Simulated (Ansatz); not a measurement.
CaO:
```xyz
2
Lattice="0.0000 2.3537 2.3537 2.3537 0.0000 2.3537 2.3537 2.3537 0.0000" Properties=species:S:1:pos:R:3 pbc="T T T"
Ca     0.0000     0.0000     0.0000
O      2.3537     2.3537     2.3537
```

Relaxed with LDA.

**Question.** Decompose the optical modes at the zone centre into irreducible representations, and say which are infrared and Raman allowed.

**Answer.** Point group m-3m: Γ_opt = T1u. Infrared: T1u. Raman: none.

**Question.** Assign frequencies (DFPT, the program Ansatz at the LDA level (PAW); without the LO–TO term).

**Answer.** T1u 291 cm⁻¹.

Space group Fm-3m (rock salt). The LDA relaxation kept the symmetry of its start; phonons on a q-mesh show no instability.

Potentials: the earlier of the program's two PAW sets.
